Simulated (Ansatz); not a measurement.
A 2-atom cell of LiCl started from a crystallographic database, relaxed with r2SCAN: 9 runs in the plane-wave code Ansatz, each a construction of maximally localised Wannier functions. The symmetry is Fm-3m (No. 225, cubic); a = 5.112 Å in the conventional setting, 16.70 Å³ an atom. Around Li lie 6 Cl at 2.56 Å; around Cl lie 6 Li at 2.56 Å. The values are computed, spin-unpolarised, and not measurements.

```
CELL_PARAMETERS angstrom
0.00000 2.55603 2.55603
2.55603 0.00000 2.55603
2.55603 2.55603 0.00000
ATOMIC_POSITIONS crystal
Li 0.00000 0.00000 0.00000
Cl 0.50000 0.50000 0.50000
```

Windows count from the top of the filled bands; a dash means that no such window was set (without an outer window there is no disentanglement). Rows marked drawn have settings drawn at random (some not listed).

```tsv
functional	SCF mesh	trial orbitals	functions	mesh	window (eV)	frozen (eV)	settings	Ω total (Å²)	Ω invariant (Å²)	largest spread (Å²)	least projectability	interpolation miss of the model's filled bands (eV, to the nearest computed level)
PBE	6×6×6	Cl s, Cl p	4	6×6×6	–	–	chosen	4.01	3.22	1.00	0.98	0.006
PBE	6×6×6	Cl s, Cl p	4	8×8×8	–	–	chosen	4.08	3.29	1.02	0.98	0.001
PBE	6×6×6	Cl p	3	6×6×6	–	–	chosen	3.98	3.97	1.33	0.96	0.005
r2SCAN	6×6×6	Cl s, Cl p	4	6×6×6	–	–	chosen	3.94	3.15	0.99	0.98	0.006
HSE06	6×6×6	Cl p	3	6×6×6	–	–	chosen	3.91	3.90	1.30	0.96	–
PBE	6×6×6	Cl p	3	6×6×6	-21.9 to +15.1	–	drawn	3.02	3.01	1.01	0.94	1.173
```

Q: Estimate from these rows what the further settings give.

| functional | SCF mesh | trial orbitals | functions | mesh | window (eV) | frozen (eV) | settings |
| --- | --- | --- | --- | --- | --- | --- | --- |
| PBE | 6×6×6 | Cl s, Cl p | 4 | 4×4×4 | – | – | chosen |
| r2SCAN | 6×6×6 | Cl p | 3 | 6×6×6 | – | – | chosen |
| HSE06 | 6×6×6 | Cl s, Cl p | 4 | 6×6×6 | – | – | chosen |

A:
```tsv
functional	SCF mesh	trial orbitals	functions	mesh	window (eV)	frozen (eV)	settings	Ω total (Å²)	Ω invariant (Å²)	largest spread (Å²)	least projectability	interpolation miss of the model's filled bands (eV, to the nearest computed level)
PBE	6×6×6	Cl s, Cl p	4	4×4×4	–	–	chosen	3.83	3.06	0.96	0.98	0.032
r2SCAN	6×6×6	Cl p	3	6×6×6	–	–	chosen	3.91	3.90	1.30	0.96	0.004
HSE06	6×6×6	Cl s, Cl p	4	6×6×6	–	–	chosen	3.94	3.15	0.98	0.98	–
```

1 of the rows take their functions from a window without a frozen part or with a poor projection: such a subspace needn't follow the bands named, so its spread can't be set beside the others.

A dash in the last column means that the miss wasn't evaluated.

For Cl s, Cl p with PBE the spread goes 3.83 Å² (4×4×4), 4.01 Å² (6×6×6), 4.08 Å² (8×8×8): finite differences on a coarse mesh understate it.
